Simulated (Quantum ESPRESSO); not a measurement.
# Planted mistakes on one cell of Ti2TaAlO8

Calculated results; nothing here was measured. They come from pw.x of Quantum ESPRESSO 7.5, a plane-wave density functional program, with PseudoDojo standard norm-conserving files (v0.5 for PBE, v0.4.1 for LDA and PBEsol). The cells are made up: elements, strain and atom displacements were drawn at random, and nothing was relaxed. There is no spin polarisation, spin-orbit coupling or dispersion term.

The cell has 12 sites of a rutile lattice (two cells along c). Sites 1 to 4 hold Ti Ta Ti Al; sites 5 to 12 hold O O O O O O O O. Cell vectors in Å: (4.726, 0.000, 0.000); (0.000, 4.726, 0.000); (0.000, 0.000, 6.037). Settings: PBE, cutoff 1143 eV, 5 x 5 x 4 k mesh shifted by half a step, Fermi-Dirac smearing of 0.025 eV.

The intended run has a self-consistency threshold of 1e-07 eV, a smearing term of 0.000 eV, a pressure of -11.31 GPa and 17 iterations. Each further run changes one thing: all lengths scaled by 0.9913; atoms of sites 1 and 4 exchanged; cutoff 790 eV; files of PBEsol; k mesh 2 x 2 x 2; one electron removed; smearing 0.7 eV; threshold 0.7 eV. A coarse mesh keeps the shift, and a charged cell sits in a uniform background.

| run | change of free energy (eV) | smearing term -TS (eV) | change of P (GPa) | largest change of a force component (eV/Å) | iterations |
| --- | --- | --- | --- | --- | --- |
| A | -0.190 | 0.000 | 5.19 | 0.207 | 18 |
| B | -7.737 | -0.006 | -15.54 | 1.027 | 21 |
| C | 1.556 | 0.000 | -12.80 | 0.058 | 18 |
| D | 14.620 | 0.000 | -5.94 | 0.161 | 18 |
| E | -0.017 | 0.000 | -0.05 | 0.026 | 19 |
| F | -1.285 | -4.405 | 4.60 | 1.002 | 17 |
| G | 0.101 | 0.000 | -6.03 | 0.164 | 7 |
| H | -0.062 | 0.000 | -0.35 | 1.877 | 19 |

A rerun of the intended cell at 1437 eV and k mesh 7 x 7 x 6 moved values by no more than 0.004 eV in the cell's energy, 0.04 GPa in stress and 0.002 eV/Å in force.

Question: which change belongs to which run?

## Worked reading

Run G has the fewest iterations, as a run stopped early does. Run F has the largest smearing term, as wide smearing gives. Run A changes the volume by a factor of 0.9741; minus its pressure change over the logarithm of that factor, 198 GPa, is a rough bulk modulus with clamped atoms. Energies from files of another functional, or of a charged cell, have another zero and say nothing on stability; the pressure of a charged cell rests on the program's zero of potential too.

## Key

| run | change |
| --- | --- |
| A | all lengths scaled by 0.9913 |
| B | one electron removed |
| C | cutoff 790 eV |
| D | files of PBEsol |
| E | k mesh 2 x 2 x 2 |
| F | smearing 0.7 eV |
| G | threshold 0.7 eV |
| H | atoms of sites 1 and 4 exchanged |